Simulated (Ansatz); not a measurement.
Calculated ¹⁷O nuclear quadrupole resonance for YH3O3

Cell: a Materials Project structure (computed, not necessarily an observed phase), atoms as given.

```
Y H O
1.0
     6.38167    0.00000    0.00000
    -3.19083    5.52669    0.00000
     0.00000    0.00000    3.51804
Y H O
2 6 6
Direct
  0.33333 0.66667 0.81269
  0.66667 0.33333 0.31269
  0.86115 0.71923 0.85076
  0.85808 0.13885 0.85076
  0.28077 0.14192 0.85076
  0.13885 0.28077 0.35076
  0.14192 0.86115 0.35076
  0.71923 0.85808 0.35076
  0.69060 0.60424 0.80814
  0.91364 0.30940 0.80814
  0.39576 0.08636 0.80814
  0.30940 0.39576 0.30814
  0.08636 0.69060 0.30814
  0.60424 0.91364 0.30814
```

Atom numbers follow the list; atoms alike are taken as one site, whose name carries the number of the first.

All values are calculated (Ansatz; DFT, PBE, plane waves and PAW, scalar-relativistic, 420 eV cutoff, Γ-centred 4×4×6 k-points, Fermi–Dirac smearing 0.02 eV), not measured.

¹⁷O: I = 5/2, Q = -25.58 mb (year-2017 value). Static lattice, zero field.

(1) The simulated lines lie at 1.12, 2.21 MHz. What are |C_Q|, η and |V_zz| at O?

Results:

(1) For I = 5/2 and η = 0 the lines are 3|C_Q|/20 and twice that; η pulls their ratio below 2. Here |C_Q| = 7.39 MHz, η = 0.09 and |V_zz| = 11.96 × 10²¹ V/m². The calculation gives V_zz positive; the lines don't show the sign. The site has 1 H at 0.97 Å; also 3 Y at 2.41–2.50 Å.

At O V_zz points along its bond to H (within 3°).
